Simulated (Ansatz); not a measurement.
This cell of WC (WC type, space group P-6m2) is off equilibrium:

```
WC
1.0
    2.92185     0.00000     0.00000
   -1.46093     2.53040     0.00000
    0.00000     0.00000     2.84710
W C
1 1
Direct
  0.00000   0.00000   0.00000
  0.53114   0.33333   0.50000
```

Method: PBE (plane waves to 420 eV, PAW, scalar-relativistic; Ansatz, a program for electronic structure). k mesh 15×15×13 (Γ-centred), Fermi-Dirac smearing 0.05 eV. E stands for the smeared free energy. Stress and pressure are positive under compression. With partly filled bands, energies and forces of such displacements shift with the k mesh and the smearing. Spin-orbit coupling is left out, though W is heavy. WC is run without spin polarisation. WC was relaxed with its symmetry unable to fall.

Q: Predict the force on every atom, in eV/Å.

A: 
```
atom      Fx      Fy     Fz
----  ------  ------  -----
W1    -5.154  -1.486  0.000
C2     5.154   1.486  0.000
```

Q: What is the stress tensor (GPa)?

A: 
```
   16.4     13.4      0.0
   13.4     14.0      0.0
    0.0      0.0     36.8
```
The pressure, a third of the trace, is 22.4 GPa.

Q: In it atom 2 sits (-0.396, 0.000, 0.000) Å away from its relaxed site. What is its energy relative to the relaxed cell?

A: 1106 meV/cell.

(For displaced atoms, the force is minus the slope of the energy, and its curvature is a force constant, which sets phonon frequencies.)
